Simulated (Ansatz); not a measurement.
Here is the system:

Pd:
Space group Im-3m (No. 229); a = b = c = 3.1091 Å, α = β = γ = 90.00°

| atom | site | symmetry | x | y | z |
|---|---|---|---|---|---|
| Pd | 2a | m-3m | 0.0000 | 0.0000 | 0.0000 |
(The calculation used a cell of 1 atom; values per cell refer to that cell.)

This is the r²SCAN-relaxed structure.

**Question.** All from r²SCAN (plane waves, PAW; program Ansatz), unless another level is named. Estimate the density of states at the Fermi level.

**Answer.** 1.2 states/eV per atom (mean over ±0.08 eV).

**Question.** What about the gap with spin–orbit coupling?

**Answer.** none (metallic).

The first step of the workflow began from a Materials Project structure, measured or hypothetical; the Crystallography Open Database copy checked does not list it. It is not the phase usual at ambient conditions (space group No. 225). The cell was relaxed with r²SCAN under the symmetry of its start. At this level the phase is mechanically unstable. No spin polarisation was allowed. Spin–orbit coupling is left out wherever it is not named.

Potentials: the later of the program's two PAW sets.
